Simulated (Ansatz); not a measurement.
Elastic constants of TiRe: input and output

All numbers below come from Ansatz, DFT LDA, scalar-relativistic, plane waves, PAW.

Launched with:
```bash
ansatz run input.yaml --threads 1 --pin off --max-ram 3072MiB --backend cpu --events-out ev --progress --plain --runs-dir out
```

Input (bare energies are in eV):
```yaml
crystal:
  lattice:
    - [3.0614282092, 0.0, 0.0]
    - [0.0, 3.0614282092, 0.0]
    - [0.0, 0.0, 3.0614282092]
  atoms:
    - { symbol: Ti, position: [0.5, 0.5, 0.5] }
    - { symbol: Re, position: [0.0, 0.0, 0.0] }
basis:
  ecutwfc: 420
kpoints:
  mp_grid: { grid: [14, 14, 14] }
hamiltonian:
  xc: lda
scf:
  occupations: { method: fermi_dirac, width: 0.15 }
output:
  forces: true
  stress: true
  eigenvalues: true
elastic:
  mode: relaxed_ion
  amplitude: 0.005
```

From the output:
```
--- Elastic constants: 2 strain directions × 4 members + reference (group order 48) ---
  dense FFT box of the reference and of every strained cell: 24×24×24
  strains applied: 11, 23; error gains: componentwise 1.00 (the most a stress slope's error grows in a printed constant), spectral 1.73 (1 for all six strains in a standard setting)
  C = ∂σ_k/∂η_j (tension-positive GPa; Voigt order 11 22 33 23 13 12):
       400.658    183.932    183.932     -0.000     -0.000     -0.000
       183.932    400.658    183.932     -0.000     -0.000     -0.000
       183.932    183.932    400.658     -0.000     -0.000     -0.000
        -0.000     -0.000     -0.000     79.173      0.000      0.000
         0.000      0.000     -0.000      0.000     79.173      0.000
         0.000      0.000     -0.000      0.000      0.000     79.173
  reference stress σ⁰ (GPa):      0.001      0.001      0.001      0.000     -0.000      0.000
  C* (energy form; C + prestress term) asymmetry max|C*_kj − C*_jk| = 1.137e-13 GPa — a small one proves nothing (zero by symmetry where the batch's group is 432, −43m or m−3m); a large one is finite-difference/SCF noise where every solve ...
  moduli (Voigt/Reuss/Hill, GPa): K = 256.17/256.17/256.17   G = 90.85/88.73/89.79   E = 241.19   ν = 0.343
  mechanically stable: yes (min eigenvalue of sym C = 79.17 GPa)
  strain η (Voigt 11):  stress-route row diagonal C_11 = 400.66 GPa, energy-path curvature d²(F+E_count+ΔE)/dδ²/Ω₀ = 400.69 GPa
    cells at ±δ against ±2δ: C11 400.78 and 401.14 GPa, apart by 0.09 % of the column's largest entry
         δ    σ_11 (GPa) F (eV) n_scf n_hpsi n_pw
    -1.000e-2      -4.1597      -13058.8542699       8   91103    572   relax 0 steps, max|allowed force component| 4.26e-29 eV/Å
    -5.000e-3      -2.0403      -13058.8570362       4   76467    579   relax 0 steps, max|allowed force component| 2.56e-30 eV/Å
     5.000e-3       1.9675      -13058.8570583       4   73785    587   relax 0 steps, max|allowed force component| 0.00e0 eV/Å
     1.000e-2       3.8632      -13058.8544429       7   78420    587   relax 0 steps, max|allowed force component| 9.27e-30 eV/Å
  strain η (Voigt 23):  stress-route row diagonal C_44 = 79.17 GPa, energy-path curvature d²(F+E_count+ΔE)/dδ²/Ω₀ = 79.20 GPa
    cells at ±δ against ±2δ: C44 79.21 and 79.32 GPa, apart by 0.14 % of the column's largest entry
         δ    σ_23 (GPa) F (eV) n_scf n_hpsi n_pw
    -1.000e-2      -0.7932      -13058.8572374       7  144077    579   relax 0 steps, max|allowed force component| 2.52e-29 eV/Å
    -5.000e-3      -0.3960      -13058.8577693       4  116317    587   relax 0 steps, max|allowed force component| 1.42e-29 eV/Å
     5.000e-3       0.3960      -13058.8577693       4  114650    587   relax 0 steps, max|allowed force component| 1.10e-29 eV/Å
     1.000e-2       0.7932      -13058.8572374       6  116810    579   relax 0 steps, max|allowed force component| 0.00e0 eV/Å
```

It took 2.3 min on 1 thread of Arm Neoverse N1, with other jobs on the host, peak memory 0.51 GiB.

In a metal, frequencies and elastic constants depend on the k mesh and the smearing, soft modes and shear constants most. Spin–orbit coupling is left out, which can shift energies with elements as heavy as these.